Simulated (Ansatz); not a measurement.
SiRh in space group P2_13 (No. 198; Si on 4a, Rh on 4a), PBE (plane waves, PAW; program Ansatz), all energies at zero smearing, with the estimated change up to a 700 eV cutoff added, with one set of potentials and settings (totals compare only within such a set). Cell of 8 atoms (4 Si, 4 Rh): -28161.121 eV.

```tsv
element	reference phase	E (eV/atom)
Si	Fd-3m, 2 atoms in the cell	-635.8096
Rh	Fm-3m, 1 atoms in the cell	-6402.8911
```

Formation energy per atom, worked out: (-28161.121 − 4×(-635.8096) − 4×(-6402.8911))/8 = -0.790 eV/atom (-76 kJ per mol of atoms), at 0 K, without zero-point energy or fitted corrections.

The workflow started from a Materials Project entry (that database holds measured and hypothetical structures alike); the Crystallography Open Database copy checked does not list it. COD files the formula under space group No. 14, so this cell is another polymorph or a model. Whether it is the stable phase at ambient conditions was not checked. The cell was relaxed with PBE under the symmetry of its start; whether a distortion lowers the energy is not shown. No spin polarisation was allowed. The references are the lowest solids computed at this level, not always the standard phases.

Potentials: the later of the program's two PAW sets.
